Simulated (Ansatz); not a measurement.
BaO (rock salt, space group No. 225) at seven volumes, DFT-LDA in the program Ansatz with PAW potentials, scaled uniformly. One row is withheld.

```
V (Å³/atom)  P (GPa)
-----------  -------
18.252             ?
18.853          6.12
19.455          2.80
20.057          0.00
20.659         -2.38
21.260         -4.38
21.862         -6.08
```

Task: Fit the shown pressures and predict the withheld one.

Result: P = (3/2)B₀(x^(7/2) − x^(5/2))[1 + (3/4)(B′ − 4)(x − 1)] with x = (V₀/V)^(2/3). Least squares on the six rows gives V₀ = 20.056 Å³/atom, B₀ = 85.9 GPa, B′ = 4.57. At V = 18.252, x = 1.0649 and P = 10.05 GPa. The run itself gave 10.04 GPa.

Space group Fm-3m (rock salt). The LDA relaxation kept the symmetry of its start; phonons on a q-mesh show no instability. Scalar-relativistic: spin–orbit coupling is off unless named, which matters more the heavier the elements.

Potentials: the later of the program's two PAW sets.
